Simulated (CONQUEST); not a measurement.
CONQUEST run on CsPbBr3 (P4/mmm, 5 atoms in the cell; from Materials Project mp-600089, changed as shown): self-consistent single point.

Computed with PBE, numerical atomic orbitals double-zeta with polarisation (the shipped basis), PseudoDojo norm-conserving potentials made for PBE in CONQUEST 1.3.

The change in words: lattice vector b scaled by 1.01. Reference geometry (Pm-3m):
```xyz
5
Lattice="5.9486 0.0000 0.0000 0.0000 5.9486 0.0000 0.0000 0.0000 5.9486" Properties=species:S:1:pos:R:3 pbc="T T T"
Cs     0.0000     0.0000     0.0000
Pb     2.9743     2.9743     2.9743
Br     2.9743     2.9743     0.0000
Br     0.0000     2.9743     2.9743
Br     2.9743     0.0000     2.9743
```

Reference input (self-consistent single point, DFT, PBE, numerical atomic orbitals double-zeta with polarisation (the shipped basis), PseudoDojo norm-conserving potentials made for PBE): basis = DZP; Diag.MPMeshX, Y, Z = 6 6 6; potentials = PseudoDojo norm-conserving PBE; Grid.GridCutoff = 140 Ha; DM.SolutionMethod = diagon; Diag.kT = 0.0001 Ha; Diag.GammaCentred = true; minE.SCTolerance = 1.0e-06; SC.MaxIters = 100; SC.LinearMixingFactor = 0.5; AtomMove.TypeOfRun = static. This run's input differs from it in these lines:

```diff
@@ -31,3 +31,3 @@
     11.241281517      0.000000000      0.000000000
-     0.000000000     11.241281517      0.000000000
+     0.000000000     11.353693765      0.000000000
      0.000000000      0.000000000     11.241281517
@@ -35,5 +35,5 @@
     0.000000000     0.000000000     0.000000000  1 T T T
-    5.620640758     5.620640758     5.620640758  2 T T T
-    5.620640758     5.620640758     0.000000000  3 T T T
-    0.000000000     5.620640758     5.620640758  3 T T T
+    5.620640758     5.676846882     5.620640758  2 T T T
+    5.620640758     5.676846882     0.000000000  3 T T T
+    0.000000000     5.676846882     5.620640758  3 T T T
     5.620640758     0.000000000     5.620640758  3 T T T
```

Output, abridged:

```
    new_SC_potl: Starting.  Tolerance:  0.10000E-05

    PulayMixSC: Starting Pulay mixing, A_up =  0.500 A_dn =  0.500
    PulayMixSC: Spin non-polarised calculation.
          Harris-Foulkes Energy            :      -141.189208051402233 Ha
          (TS=0 as O(N) or entropic contribution is negligible)
          DFT Total Energy                 :      -141.131709600954338 Ha
          Total number of electrons        :        44.000000000000128
    PulayMixSC: Pulay iteration     1 residual:              0.15134E-02
          Harris-Foulkes Energy            :      -141.160041666704842 Ha
   [... lines left out ...]
          (TS=0 as O(N) or entropic contribution is negligible)
          DFT Total Energy                 :      -141.159308628956524 Ha
          Total number of electrons        :        44.000055730580584
    PulayMixSC: Pulay iteration     6 residual:              0.12313E-05
          Harris-Foulkes Energy            :      -141.159308639036453 Ha
          (TS=0 as O(N) or entropic contribution is negligible)
          DFT Total Energy                 :      -141.159308638905571 Ha
          Total number of electrons        :        44.000055694559599
    PulayMixSC: Pulay iteration     7 residual:              0.26428E-06
    PulayMixSC: Reached SCF tolerance of  0.26428E-06 after      7 iterations
      | Number of electrons      =        44.000056
      |* band energy as 2Tr[K.H] =       -23.422986758081109 Ha
      |  screened ion-ion energy =      -103.005562875197256 Ha
      |  Ha correction           =         0.724446962942521 Ha
      |  XC correction           =       -15.455207300574621 Ha
      |* Harris-Foulkes energy   =      -141.159308639036453 Ha
      |* DFT total energy        =      -141.159308638905571 Ha
      |  estimated accuracy      =        -0.000000000130882 Ha

    force: Forces on atoms (Ha/a0)
    force:  Atom   X              Y              Z
    force:     1  -0.0000000000  -0.0000000000  -0.0000000000
    force:     2   0.0000000005   0.0000000005   0.0000000008
   [... lines left out ...]
    force: Maximum force :        0.00000000(Ha/a0) on atom         2 in z direction
   [... lines left out ...]
    force: Force Residual:        0.00000000 Ha/a0
    force: Total stress:         -0.60647180     0.00000000     0.00000000 GPa
                            -0.00000000    -0.22282929    -0.00000000
                             0.00000000     0.00000000    -0.60647180
    force: Average pressure:      0.47859097 GPa

    force: Finished force
    get_E_and_F: Change in energy during last step of electronic optimisation:  0.87688E-08
```

The run converged in 7 iterations. CONQUEST prints the stress tensor with tension positive. Against the reference run the free energy falls by 1.0 meV/atom, the pressure goes from 0.68 to 0.48 GPa and the gap on the mesh hardly changes (1.710 to 1.700 eV).

Spin-orbit coupling is left out, which matters for bands and gaps with elements this heavy. The program uses no crystal symmetry, so grid and mesh can part values that symmetry would make equal. The atom-centred basis is finite, which shifts total energies, pressures and gaps against plane waves. The structure comes from a collection of computed structures, made at another level of theory; the collection holds predicted forms beside known ones.

Cost on one core: roughly 90 core-seconds.
